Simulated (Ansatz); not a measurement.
LiHS:
```yaml
crystal:
  lattice:
    - [0.00000, 2.78642, -2.77066]
    - [0.00000, 2.78642, 2.77066]
    - [6.10860, 0.00000, 0.00000]
  atoms:
    - { symbol: Li, position: [0.49980, 0.50020, 0.50000] }
    - { symbol: Li, position: [0.49980, 0.50020, 0.00000] }
    - { symbol: S, position: [0.52848, 0.99800, 0.75000] }
    - { symbol: S, position: [0.00200, 0.47152, 0.25000] }
    - { symbol: H, position: [0.00539, 0.12946, 0.25000] }
    - { symbol: H, position: [0.87054, 0.99461, 0.75000] }
```

Relaxed with r²SCAN.

Q: Give the optical modes at the zone centre with their infrared activity from DFPT, plane-wave PAW r²SCAN (Ansatz code).

A: Transverse frequencies, without the LO–TO term; a row sums one degenerate level.

```csv
ω (cm⁻¹),degeneracy,IR ((D/Å)²/amu),activity,symmetry
134,1,0.13,IR,B2
134,1,0.14,IR,A1
175,1,0.00,IR-inactive,A2
177,1,0.29,IR,B1
199,1,0.00,IR-inactive,A2
312,1,4.98,IR,B1
321,1,7.64,IR,B2
321,1,7.58,IR,A1
328,1,0.00,IR-inactive,A2
335,1,3.61,IR,B1
360,1,0.16,IR,B2
371,1,0.27,IR,A1
451,1,0.10,IR,B2
2659,1,0.71,IR,B2
2659,1,0.67,IR,A1
```

Q: How high does the top mode go among those that the LO–TO term moves?

A: 413 cm⁻¹ for q along x, 2660 cm⁻¹ for q along y, 407 cm⁻¹ for q along z.

Space group Ama2. The workflow started from an entry of the Crystallography Open Database (COD), which files this formula under 3 space groups. Whether it is the stable phase at ambient conditions was not checked. Symmetry was held in the r²SCAN relaxation. At this level the phase is mechanically unstable.

Potentials: the later of the program's two PAW sets.
